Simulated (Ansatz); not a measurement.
Elastic constants of TiAl at 18 GPa (stress–strain coefficients): input and output

All numbers below come from DFT PBEsol, scalar-relativistic, plane waves, PAW in Ansatz 0.2.0.

Launched with:
```bash
ansatz run input.yaml --threads 1 --pin off --max-ram 3072MiB --backend cpu --events-out ev --progress --plain --runs-dir out
```

Input (bare energies are in eV):
```yaml
crystal:
  lattice:
    - [2.689213556, 0.0, 0.0]
    - [0.0, 2.689213556, 0.0]
    - [0.0, 0.0, 3.8778034704]
  atoms:
    - { symbol: Ti, position: [0.0, 0.0, 0.0] }
    - { symbol: Al, position: [0.5, 0.5, 0.5] }
basis:
  ecutwfc: 420
kpoints:
  mp_grid: { grid: [16, 16, 10] }
hamiltonian:
  xc: pbesol
scf:
  occupations: { method: fermi_dirac, width: 0.15 }
output:
  forces: true
  stress: true
  eigenvalues: true
elastic:
  mode: relaxed_ion
  amplitude: 0.005
```

From the output:
```
--- Elastic constants: 4 strain directions × 4 members + reference (group order 16) ---
  dense FFT box of the reference and of every strained cell: 20×20×27
  strains applied: 11, 33, 23, 12; error gains: componentwise 1.00 (the most a stress slope's error grows in a printed constant), spectral 1.41 (1 for all six strains in a standard setting)
  C = ∂σ_k/∂η_j (tension-positive GPa; Voigt order 11 22 33 23 13 12):
       297.233    100.665    156.871      0.000      0.000     -0.000
       100.665    297.233    156.871      0.000      0.000     -0.000
       156.890    156.890    235.680      0.000      0.000     -0.000
         0.000      0.000      0.000    166.026      0.000      0.000
         0.000      0.000      0.000      0.000    166.026      0.000
        -0.000      0.000      0.000      0.000      0.000     44.540
  reference stress σ⁰ (GPa):    -17.995    -17.995    -18.010     -0.000     -0.000     -0.000
  C* (energy form; C + prestress term) asymmetry max|C*_kj − C*_jk| = 5.039e-3 GPa — a small one proves nothing (zero by symmetry where the batch's group is 432, −43m or m−3m); a large one is finite-difference/SCF noise where every solve ...
  moduli (Voigt/Reuss/Hill, GPa): K = 184.33/184.31/184.32   G = 103.03/71.95/87.49   E = 226.61   ν = 0.295
  mechanically stable: yes (min eigenvalue of sym C = 44.54 GPa)
  strain η (Voigt 11):  stress-route row diagonal C_11 = 297.23 GPa, energy-path curvature d²(F+E_count+ΔE)/dδ²/Ω₀ = 297.24 GPa
    cells at ±δ against ±2δ: C11 297.25 and 297.31 GPa, apart by 0.02 % of the column's largest entry
         δ    σ_11 (GPa) F (eV) n_scf n_hpsi n_pw
    -1.000e-2     -21.0571       -2999.1161023       8  111642    564   relax 0 steps, max|allowed force component| 2.47e-32 eV/Å
    -5.000e-3     -19.5038       -2999.1338510       4   93620    572   relax 0 steps, max|allowed force component| 2.47e-32 eV/Å
     5.000e-3     -16.5313       -2999.1653601       5  106443    580   relax 0 steps, max|allowed force component| 0.00e0 eV/Å
     1.000e-2     -15.1108       -2999.1792031       7  109981    580   relax 0 steps, max|allowed force component| 1.70e-30 eV/Å
  strain η (Voigt 33):  stress-route row diagonal C_33 = 235.68 GPa, energy-path curvature d²(F+E_count+ΔE)/dδ²/Ω₀ = 235.70 GPa
    cells at ±δ against ±2δ: C33 235.66 and 235.61 GPa, apart by 0.02 % of the column's largest entry
         δ    σ_33 (GPa) F (eV) n_scf n_hpsi n_pw
    -1.000e-2     -20.3702       -2999.1166673       7   58404    580   relax 0 steps, max|allowed force component| 1.97e-31 eV/Å
    -5.000e-3     -19.1893       -2999.1339798       4   48538    580   relax 0 steps, max|allowed force component| 1.97e-31 eV/Å
     5.000e-3     -16.8327       -2999.1655004       5   58510    582   relax 0 steps, max|allowed force component| 1.97e-31 eV/Å
     1.000e-2     -15.6579       -2999.1797202       6   51125    582   relax 0 steps, max|allowed force component| 2.40e-31 eV/Å
  strain η (Voigt 23):  stress-route row diagonal C_44 = 166.03 GPa, energy-path curvature d²(F+E_count+ΔE)/dδ²/Ω₀ = 175.03 GPa
    cells at ±δ against ±2δ: C44 166.02 and 166.00 GPa, apart by 0.01 % of the column's largest entry
         δ    σ_23 (GPa) F (eV) n_scf n_hpsi n_pw
    -1.000e-2      -1.6600       -2999.1487242       7  153224    580   relax 0 steps, max|allowed force component| 4.19e-30 eV/Å
    -5.000e-3      -0.8301       -2999.1498729       4  132139    580   relax 0 steps, max|allowed force component| 1.18e-30 eV/Å
     5.000e-3       0.8301       -2999.1498729       4  130261    580   relax 0 steps, max|allowed force component| 9.86e-31 eV/Å
     1.000e-2       1.6600       -2999.1487242       6  138053    580   relax 0 steps, max|allowed force component| 6.00e-30 eV/Å
  strain η (Voigt 12):  stress-route row diagonal C_66 = 44.54 GPa, energy-path curvature d²(F+E_count+ΔE)/dδ²/Ω₀ = 53.53 GPa
    cells at ±δ against ±2δ: C66 44.55 and 44.59 GPa, apart by 0.09 % of the column's largest entry
         δ    σ_12 (GPa) F (eV) n_scf n_hpsi n_pw
    -1.000e-2      -0.4459       -2999.1497861       7   90359    572   relax 0 steps, max|allowed force component| 9.61e-31 eV/Å
    -5.000e-3      -0.2228       -2999.1501379       4   77387    572   relax 0 steps, max|allowed force component| 1.18e-30 eV/Å
     5.000e-3       0.2228       -2999.1501379       4   76345    572   relax 0 steps, max|allowed force component| 1.58e-30 eV/Å
     1.000e-2       0.4459       -2999.1497861       6   77824    572   relax 0 steps, max|allowed force component| 1.38e-30 eV/Å
```

It took 2.5 min on 1 thread of AMD EPYC 7R43 64-Core Processor (Zen 3) (shared host), peak memory 0.6 GiB.

In a metal, frequencies and elastic constants depend on the k mesh and the smearing, soft modes and shear constants most. Other phases may be more stable at this pressure.